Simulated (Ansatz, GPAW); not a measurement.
This is a calculation of TaWC2 for Ansatz 0.2.0. The cell comes from a database or a generator and needn't be the stable form of this composition.

The input input.yaml:

```yaml
crystal:
  lattice:
    - [1.5718551461, 0.9075109917, 5.1016196719]
    - [-1.5718551461, 0.9075109917, 5.1016196719]
    - [0.0, -1.8150219835, 5.1016196719]
  atoms:
    - { symbol: W, position: [0.0, 0.0, 0.0] }
    - { symbol: Ta, position: [0.5, 0.5, 0.5] }
    - { symbol: C, position: [0.250933, 0.250933, 0.250933] }
    - { symbol: C, position: [0.749067, 0.749067, 0.749067] }
hamiltonian:
  xc: pbesol
  pseudopotentials: { kind: paw }
kpoints:
  mp_grid: { grid: [10, 10, 10] }
scf:
  occupations: { method: fermi_dirac, width: 0.05 }
output:
  forces: true
  stress: true
  eigenvalues: true
```

Potentials or basis: Ansatz PAW.

Command:

```bash
$ ansatz run input.yaml --threads 1 --pin off --max-ram 3584MiB --backend cpu --events-out ev --progress --plain --runs-dir out
```

Q: Set up the same calculation for GPAW 26.7.0 (ASE script). Potentials or basis there: PAW data sets generated for this functional, cutoff 800 eV.

A: As run (cutoffs and basis follow the program's own potentials, and thresholds, step limits or extra output files can differ):

File run.py:

```python
from ase import Atoms
from ase.dft.bandgap import bandgap
from ase.io import write
from ase.units import Bohr, GPa
from gpaw import GPAW, PW, setup_paths
from gpaw.elf import elf_from_dft_calculation

setup_paths.insert(0, '.')

atoms = Atoms(['W', 'Ta', 'C', 'C'],
              cell=[[1.5718551461, 0.9075109917, 5.1016196719],
                    [-1.5718551461, 0.9075109917, 5.1016196719],
                    [0.0, -1.8150219835, 5.1016196719]],
              scaled_positions=[[0.0, 0.0, 0.0],
                                [0.5, 0.5, 0.5],
                                [0.250933, 0.250933, 0.250933],
                                [0.749067, 0.749067, 0.749067]],
              pbc=True)

calc = GPAW(mode=PW(800),
            xc='PBEsol',
            kpts={'size': (10, 10, 10), 'gamma': True},
            occupations={'name': 'fermi-dirac', 'width': 0.05},
            nbands=33,
            convergence={'density': 1e-05, 'energy': 1e-05},
            maxiter=150,
            txt='gpaw.txt')
atoms.calc = calc
energy = atoms.get_potential_energy()
forces = atoms.get_forces()
stress = atoms.get_stress()
calc.write('gs.gpw')
write('result.traj', atoms)
print(f'Energy: {energy:.6f} eV')
print('Forces (eV/A):')
print(forces.round(4))
print('Stress (GPa):', (stress / GPa).round(3))
print('Fermi level:', round(calc.get_fermi_level(), 4), 'eV')
print(f'Gap: {bandgap(calc)[0]:.4f} eV, direct: {bandgap(calc, direct=True)[0]:.4f} eV')

# fields on the real-space grid
write('density.cube', atoms, data=calc.get_pseudo_density() * Bohr**3)
write('potential.cube', atoms, data=calc.get_electrostatic_potential())
write('elf.cube', atoms, data=elf_from_dft_calculation(calc).data)
```

Potentials or basis: PAW data sets generated in the run's folder for this functional, pw.

Launch:

```sh
$ gpaw-setup -f PBEsol C Ta W
$ OMP_NUM_THREADS=1 python run.py
```

Both were run:

|  | Ansatz | GPAW |
| --- | --- | --- |
| Pressure | -10.8 GPa | -10.9 GPa |

Ansatz's pressure holds a Pulay term of +0.30 GPa for its cutoff of 420 eV, which the other run lacks.

Ansatz's potentials were made for PBE.

Where Ansatz's input types no cutoff or centring, it takes its own default and a Γ-centred mesh.

The cell lies far from this level's equilibrium.

Pressure is positive in compression.
